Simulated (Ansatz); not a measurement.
CoMo:
```xyz
2
Lattice="0.0000 2.4100 2.4100 2.4100 0.0000 2.4100 2.4100 2.4100 0.0000" Properties=species:S:1:pos:R:3 pbc="T T T"
Co     0.0000     0.0000     0.0000
Mo     2.4100     2.4100     2.4100
```
The run is spin-polarised; directions of the spins, atom by atom: 0 0.

Relaxed with plane-wave PAW r²SCAN (Ansatz code). Indices refer to the conventional cell of Fm-3m, a = b = c = 4.820 Å, α = β = γ = 90.00°.

**Question.** Simulate the powder diffraction pattern (Cu Kα, λ = 1.54184 Å; lines above 1 %) up to 2θ = 90°.

**Answer.** Simulated powder pattern, Cu Kα, λ = 1.54184 Å (kinematic, ideal powder, no thermal factors, no anomalous dispersion; the 30 strongest lines at most, above 1 %, up to 2θ = 90°):

```csv
2θ (°),d (Å),I/Imax (%),hkl
32.17,2.783,9.9,(111)
37.31,2.410,100,(200)
53.79,1.704,66,(220)
64.07,1.453,4.4,(311)
67.29,1.391,22,(222)
79.55,1.205,10,(400)
88.40,1.106,2.2,(331)
```

The start of the workflow was typed in or built on a structure type; neither database checked (COD, Materials Project) lists it. Whether it is the stable phase at ambient conditions was not checked. Symmetry was held in the r²SCAN relaxation. At this level the phase is mechanically unstable. Spin order of the final state: ferromagnetic, the only order run, not a proven ground state. Its formation energy is positive at this level, so the cell may be metastable or incomplete. Other orbital occupations within this spin state were not tried.

Potentials: the earlier of the program's two PAW sets.
